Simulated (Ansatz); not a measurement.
# Scan of one atom of the cell for MoTe2 (2H-MoS2 type, space group P6_3/mmc)

Starting cell, MoTe$_{2}$ (2H-MoS2 type, space group P6_3/mmc):

```yaml
crystal:
  lattice:
    - [3.54193, 0.00000, 0.00000]
    - [-1.77097, 3.06740, 0.00000]
    - [0.00000, 0.00000, 14.18201]
  atoms:
    - { symbol: Mo, position: [0.33333, 0.66667, 0.75000] }
    - { symbol: Mo, position: [0.66667, 0.33333, 0.25000] }
    - { symbol: Te, position: [0.33333, 0.66667, 0.12347] }
    - { symbol: Te, position: [0.66667, 0.33333, 0.62347] }
    - { symbol: Te, position: [0.66667, 0.33333, 0.87653] }
    - { symbol: Te, position: [0.33333, 0.66667, 0.37653] }
```

In each cell atom 5 (Te, nearest neighbour Mo at 2.721 Å; its periodic images, 3.5 Å or more away, move with it) moves by s·(0.707, 0.707, 0.000) (along Cartesian [110]), the rest being held.

Computed with r2SCAN+rVV10 (plane waves to 500 eV, PAW, scalar-relativistic; Ansatz, a quantum-chemistry and plane-wave program). k mesh 9×9×2 (Γ-centred), Fermi-Dirac smearing 0.05 eV. The energy includes the smearing's −TS. Compression counts positive. As the smearing reaches across the gap at some points, energies and forces of such displacements shift with the k mesh and the smearing. F∥ is the force on the atom along that direction. F⊥ is the part of the force across the line. MoTe2 is run without spin polarisation. MoTe2 was relaxed with its symmetry unable to fall. Spin-orbit coupling is left out, though Te is heavy. The PAW data are Ansatz's earlier set. ΔE is measured from the undisplaced structure.

```tsv
s (Å)	ΔE (eV/cell)	F∥ (eV/Å)	|F⊥| (eV/Å)	P (GPa)
-0.820	1.571	2.462	3.812	3.4
-0.656	1.135	2.739	2.734	2.5
-0.492	0.700	2.497	1.686	1.6
-0.328	0.335	1.905	0.811	0.8
-0.164	0.089	1.056	0.218	0.2
0.000	0.000	0.000	0.000	0.0
0.164	0.099	-1.230	0.248	0.2
0.328	0.411	-2.596	1.057	1.0
0.492	0.954	-4.037	2.524	2.3
0.656	1.733	-5.446	4.742	4.3
0.820	2.728	-6.609	7.796	6.8
```

Summary:

```
Quantity                                                                                                                                               Result
--------------------------------------------------------  ---------------------------------------------------------------------------------------------------
Energy at s = 0.820 Å                                                                                                                           2728 meV/cell
Force along the line at s = -0.820 Å                                                                                                                2.46 eV/Å
Symmetry of the curve                                                                                     not even: the positive side lies higher at ±0.820 Å
Shape of the curve                                                                             a single well with its minimum at or next to zero displacement
Force constant k = d²E/ds² at s = 0 (finite differences)                                                                                           7.00 eV/Å²
Harmonic estimate at the end of the scan                  ½ks² = 2355 meV/cell against the computed 2728 meV/cell, so the well is stiffer than harmonic there
```

(For displaced atoms, the force is minus the slope of the energy, and its curvature is a force constant, which sets phonon frequencies.)
